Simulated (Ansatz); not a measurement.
Cu (fcc, Cu type)

```
Cu
1.0
    0.00000     1.78838     1.78838
    1.78838     0.00000     1.78838
    1.78838     1.78838     0.00000
Cu
1
Cartesian
  0.00000   0.00000   0.00000
```

The numbers are results of r2SCAN (plane waves to 500 eV, PAW, scalar-relativistic; Ansatz, a program for electronic structure), not measurements. Harmonic phonons by density-functional perturbation theory on a 22×22×22 k mesh, in cm⁻¹ and rounded to 5; i marks imaginary ones, q is in fractions of the reciprocal vectors of the cell shown, and the three acoustic modes at Γ are left out. Cu is run without spin polarisation. Cu was relaxed with its symmetry unable to fall.

Is the structure dynamically stable at L = (0.5, 0.0, 0.0), X = (0.5, 0.5, 0.0)?

No imaginary mode at these points (lowest 120 cm⁻¹ at L = (0.5, 0.0, 0.0)); other wave vectors were not tested.

Predict the phonon wavenumbers at L = (0.5, 0.0, 0.0), X = (0.5, 0.5, 0.0).


```csv
q,wavenumbers (cm⁻¹)
"L = (0.5, 0.0, 0.0)","120 (×2), 260"
"X = (0.5, 0.5, 0.0)","180 (×2), 255"
```
